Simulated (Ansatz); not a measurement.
A geometry of Si away from equilibrium: step 2 of the relaxation of a relaxed Si cell, doubled along one cell vector, shaken by Gaussian noise of σ = 0.08 Å a coordinate. All values below come from PBE (plane waves to 420 eV, PAW, scalar-relativistic; Ansatz, a first-principles code). Γ-centred k-mesh 7×7×4 on the run's cell (coarser than for final values), Fermi–Dirac smearing 0.05 eV.

```
Si
1.0
   -0.02894     2.75611     2.75095
    2.72264     0.00466     2.71734
    5.41629     5.41603     0.03831
Si
4
Cartesian
  4.00465   4.09856   4.18557
  6.71917   6.79530   4.13710
  2.67016   2.72196   2.80952
  5.36034   5.42999   2.76429
```

Q: Which atoms carry the largest force, and which way does it point?

A: 0.53 eV/Å, on Si2 (atoms numbered as listed); on Si2 its components are (-0.42, -0.10, 0.31).

Q: What is the pressure?

A: +0.8 GPa, compression positive.

Q: How much energy per atom can still be gained by relaxing?

A: 0.01 eV/atom; the path ends in Fd-3m (No. 227) (diamond type).

No spin polarisation in the result.
